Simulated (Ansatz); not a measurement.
Input file for Ansatz (a first-principles code):

Ansatz 0.2 input:
```yaml
crystal:
  lattice:
    - [-5.4550510564, 5.4550510564, 5.4550510564]
    - [5.4550510564, -5.4550510564, 5.4550510564]
    - [5.4550510564, 5.4550510564, -5.4550510564]
  atoms:
    - { symbol: P, position: [0.0, 0.0, 0.0] }
    - { symbol: Si, position: [0.5, 0.5, 0.0] }
    - { symbol: Si, position: [0.5, 0.0, 0.5] }
    - { symbol: Si, position: [0.0, 0.5, 0.5] }
    - { symbol: Si, position: [0.2496775171, 0.0, 0.5011214269] }
    - { symbol: Si, position: [0.7485560902, 0.4988785731, 0.4988785731] }
    - { symbol: Si, position: [0.7508101, 0.0, 0.0] }
    - { symbol: Si, position: [0.2496775171, 0.5011214269, 0.0] }
    - { symbol: Si, position: [0.0, 0.7521959086, 0.2510696092] }
    - { symbol: Si, position: [0.4988737007, 0.2478040914, 0.2478040914] }
    - { symbol: Si, position: [0.5011262993, 0.7489303908, 0.7489303908] }
    - { symbol: Si, position: [0.0, 0.2510696092, 0.7521959086] }
    - { symbol: Si, position: [0.2491899, 0.2491899, 0.2491899] }
    - { symbol: Si, position: [0.7503224829, 0.7503224829, 0.2514439098] }
    - { symbol: Si, position: [0.7503224829, 0.2514439098, 0.7503224829] }
    - { symbol: Si, position: [0.2514439098, 0.7503224829, 0.7503224829] }
    - { symbol: Si, position: [0.7521959086, 0.0, 0.2510696092] }
    - { symbol: Si, position: [0.2478040914, 0.4988737007, 0.2478040914] }
    - { symbol: Si, position: [0.2510696092, 0.0, 0.7521959086] }
    - { symbol: Si, position: [0.7489303908, 0.5011262993, 0.7489303908] }
    - { symbol: Si, position: [0.4988785731, 0.4988785731, 0.7485560902] }
    - { symbol: Si, position: [0.0, 0.0, 0.7508101] }
    - { symbol: Si, position: [0.0, 0.5011214269, 0.2496775171] }
    - { symbol: Si, position: [0.5011214269, 0.0, 0.2496775171] }
    - { symbol: Si, position: [0.2478040914, 0.2478040914, 0.4988737007] }
    - { symbol: Si, position: [0.7489303908, 0.7489303908, 0.5011262993] }
    - { symbol: Si, position: [0.7521959086, 0.2510696092, 0.0] }
    - { symbol: Si, position: [0.2510696092, 0.7521959086, 0.0] }
    - { symbol: Si, position: [0.0, 0.2496775171, 0.5011214269] }
    - { symbol: Si, position: [0.4988785731, 0.7485560902, 0.4988785731] }
    - { symbol: Si, position: [0.5011214269, 0.2496775171, 0.0] }
    - { symbol: Si, position: [0.0, 0.7508101, 0.0] }
kpoints:
  mp_grid: { grid: [11, 11, 11] }
hamiltonian:
  xc: pbe
  pseudopotentials: { kind: paw }
scf:
  occupations: { method: fermi_dirac, width: 0.1 }
elastic: { mode: relaxed_ion, stencil: two_point, amplitude: 0.005, f_tol: 0.0005 }
```

Output (shortened):

```
Pseudopotentials: kind: paw
Pseudopotential: P, paw, valence charge 5
Pseudopotential: Si, paw, valence charge 4
Functional definition: PBE
Crystal: 32 atoms, lattice volume = 649.317 Å³
Basis set: ecut = 420 eV, 12695 PW (Γ), exchange–correlation on 128×128×128 points (8 copies of the dense FFT grid, shifted against one another)
Bands: 97, of which v1, the nominal top of the filled ones, is band 65 counted from 1 (64 counted from 0)
Symmetry: 24 space group operations
Space group: I-43m (ITA 217), of the structure as read, at distance tolerance 8.7e-5 Å
k-points: 56 of 1331 (time reversal used)
Initial wavefunctions: pseudopotential atomic-orbital guess
Eigensolver: davidson
Functional: x = pbe(κ = 0.804, μ = 0.2195149727645171), c = pbe(β = 0.06672455060314922)
all-band conjugate gradients solve this SCF's bands
the band table was not solved further: it holds the bands as the self-consistency loop left them (on a frozen-density pass, as that pass's own solve left …
SCF 1 converged in 12 iterations: F = -20465.613492 eV  dr2 = 8.85e-14
relax step   1: F+E_penalty+E_count = -20465.61349248 eV  Δ(F+E_penalty+E_count) = +0.000e0 eV  max|allowed force component| = 2.537e-3 eV/Å  Δτ_max = 0.0000 Å  (12 SCF iters, accepted)
Crystal: 32 atoms, lattice volume = 649.317 Å³
Initial density: handed on by an earlier stage of this run
Initial wavefunctions: pseudopotential atomic-orbital guess (no wavefunctions were taken with the density)
[...]
  atom  30  Si     0.00002874    -0.00002393     0.00002874
  atom  31  Si     0.00002874    -0.00002874     0.00002393
  atom  32  Si    -0.00008457     0.00008457    -0.00008457
  max |Σ_I F_I| component: 1.43e-17 eV/Å
--- Stress (GPa, compression-positive) ---
        0.026316       0.000000       0.000000
        0.000000       0.026316       0.000000
        0.000000       0.000000       0.026316
  P = ⅓ Tr σ = 0.0263 GPa (0.263 kbar)
  The stress holds the Pulay correction. Without it, at fixed plane waves, as pw.x and ABINIT print it: P = 0.0045 GPa
  The stress includes an estimate of the error left by incomplete SCF convergence (largest component 0.0000 GPa).
--- Band table (eV; the first three rows and the last of 56) ---
  k-point 0: bands = ["-6.3290", "-5.2389", "-3.8376", "-3.8376", "-3.8376", "-3.7434", "-3.7434", "-3.7434", "-3.7200", "-3.7200", "-3.7200", "-3.6769", "-3.6769", "-2.0836", "-1.7348", "-1.7348", "-1.7348", "-1.6672", "-1.6672", "-0.0238", "0.3822", …
  k-point 1: bands = ["-6.3215", "-5.2405", "-4.0414", "-3.9492", "-3.9156", "-3.8764", "-3.8089", "-3.7454", "-3.6577", "-3.6105", "-3.5636", "-3.5366", "-3.4142", "-2.2318", "-2.0372", "-1.7926", "-1.7273", "-1.4407", "-1.3494", "-0.1573", "0.2143", …
  k-point 2: bands = ["-6.3005", "-5.2429", "-4.3024", "-4.0719", "-4.0335", "-4.0001", "-3.8181", "-3.6978", "-3.5412", "-3.4301", "-3.3788", "-3.3537", "-3.0996", "-2.4856", "-2.3491", "-1.8146", "-1.6899", "-1.1269", "-0.9948", "-0.4184", "-0.0800", …
  k-point 55: bands = ["-6.1768", "-4.8301", "-4.7063", "-4.7063", "-4.6379", "-4.5115", "-3.8563", "-3.4935", "-3.4935", "-3.4930", "-2.4359", "-1.7833", "-1.7833", "-1.7155", "-1.6815", "-1.5741", "-1.5741", "-1.5123", "-1.4202", "-1.3215", "-1.3215", …
  band table: 97 bands, the self-consistency loop's own, not solved further and not probed for missing levels
--- Elastic constants: 2 strain directions × 2 members + reference (group order 24) ---
  dense FFT box of the reference and of every strained cell: 64×64×64
  strains applied: 11, 23; error gains: componentwise 1.00 (the most a stress slope's error grows in a printed constant), spectral 1.73 (1 for all six strains …
  reference relaxed by the batch: 3 steps …
  largest displacement 3.7e-4 Å; the constants are those of the deck's cell at these positions:
  atoms:
    - { symbol: P, position: [0.0, 0.0, 0.0] }
    - { symbol: Si, position: [0.5, 0.5, 0.0] }
    - { symbol: Si, position: [0.5, 0.0, 0.5] }
    - { symbol: Si, position: [0.0, 0.5, 0.5] }
    - { symbol: Si, position: [0.24968374080463676, 0.0, 0.5011081424940284] }
    - { symbol: Si, position: [0.7485755983106085, 0.4988918575059719, 0.4988918575059719] }
    - { symbol: Si, position: [0.7508182786086443, 0.0, 0.0] }
    - { symbol: Si, position: [0.24968374080463676, 0.5011081424940284, 0.0] }
    - { symbol: Si, position: [0.0, 0.7521881715463163, 0.2510286340687195] }
    - { symbol: Si, position: [0.49884046252240305, 0.24781182845368366, 0.2478118284536837] }
    - { symbol: Si, position: [0.501159537477597, 0.7489713659312806, 0.7489713659312807] }
    - { symbol: Si, position: [0.0, 0.2510286340687195, 0.7521881715463163] }
    - { symbol: Si, position: [0.249181721391356, 0.249181721391356, 0.249181721391356] }
    - { symbol: Si, position: [0.7503162591953634, 0.7503162591953634, 0.2514244016893915] }
    - { symbol: Si, position: [0.7503162591953633, 0.25142440168939145, 0.7503162591953634] }
    - { symbol: Si, position: [0.25142440168939145, 0.7503162591953633, 0.7503162591953634] }
    - { symbol: Si, position: [0.7521881715463163, 0.0, 0.2510286340687195] }
    - { symbol: Si, position: [0.24781182845368366, 0.49884046252240305, 0.2478118284536837] }
    - { symbol: Si, position: [0.2510286340687195, 0.0, 0.7521881715463163] }
    - { symbol: Si, position: [0.7489713659312806, 0.501159537477597, 0.7489713659312807] }
    - { symbol: Si, position: [0.4988918575059719, 0.4988918575059719, 0.7485755983106085] }
    - { symbol: Si, position: [0.0, 0.0, 0.7508182786086443] }
    - { symbol: Si, position: [0.0, 0.5011081424940284, 0.24968374080463676] }
    - { symbol: Si, position: [0.5011081424940284, 0.0, 0.24968374080463676] }
    - { symbol: Si, position: [0.2478118284536837, 0.2478118284536837, 0.4988404625224031] }
    - { symbol: Si, position: [0.7489713659312807, 0.7489713659312807, 0.501159537477597] }
    - { symbol: Si, position: [0.7521881715463163, 0.2510286340687195, 0.0] }
    - { symbol: Si, position: [0.2510286340687195, 0.7521881715463163, 0.0] }
    - { symbol: Si, position: [0.0, 0.24968374080463676, 0.5011081424940284] }
    - { symbol: Si, position: [0.4988918575059719, 0.7485755983106085, 0.4988918575059719] }
    - { symbol: Si, position: [0.5011081424940284, 0.24968374080463676, 0.0] }
    - { symbol: Si, position: [0.0, 0.7508182786086443, 0.0] }
  C = ∂σ_k/∂η_j (tension-positive GPa; Voigt order 11 22 33 23 13 12):
       136.507     65.485     65.485      0.000      0.000      0.000
        65.485    136.507     65.485      0.000      0.000      0.000
        65.485     65.485    136.507      0.000      0.000      0.000
         0.000      0.000      0.000     58.268      0.000      0.000
         0.000      0.000      0.000      0.000     58.268      0.000
         0.000      0.000      0.000      0.000      0.000     58.268
  reference stress σ⁰ (GPa):     -0.026     -0.026     -0.026      0.000      0.000      0.000
  moduli (Voigt/Reuss/Hill, GPa): K = 89.16/89.16/89.16   G = 49.17/46.38/47.77   E = 121.60   ν = 0.273
  mechanically stable: yes (min eigenvalue of sym C = 58.27 GPa)
  strain η (Voigt 11):  stress-route row diagonal C_11 = 136.51 GPa, energy-path curvature d²(F+E_count+ΔE)/dδ²/Ω₀ = 136.50 GPa
         δ    σ_11 (GPa)             F (eV)   n_scf  n_hpsi   n_pw
    -5.000e-3      -0.7100      -20465.6060407      10  246384  12666   relax 3 steps, max|allowed force component| 1.18e-4 eV/Å
     5.000e-3       0.6551      -20465.6071317      10  245970  12784   relax 2 steps, max|allowed force component| 1.00e-4 eV/Å
  strain η (Voigt 23):  stress-route row diagonal C_44 = 58.27 GPa, energy-path curvature d²(F+E_count+ΔE)/dδ²/Ω₀ = 58.26 GPa
         δ    σ_23 (GPa)             F (eV)   n_scf  n_hpsi   n_pw
    -5.000e-3      -0.2913      -20465.6105484      11  418595  12742   relax 4 steps, max|allowed force component| 3.22e-4 eV/Å
     5.000e-3       0.2913      -20465.6105483      10  419647  12742   relax 2 steps, max|allowed force component| 3.42e-4 eV/Å
  device         0  55.99 GiB
```

The start of the workflow was typed in or built on a structure type; neither database checked (COD, Materials Project) lists it. Its standing as an ambient phase is unchecked. The PBE relaxation kept the symmetry of its start; its stability against distortions is not shown here.

Potentials: the later of the program's two PAW sets.

Ansatz is a plane-wave DFT program.
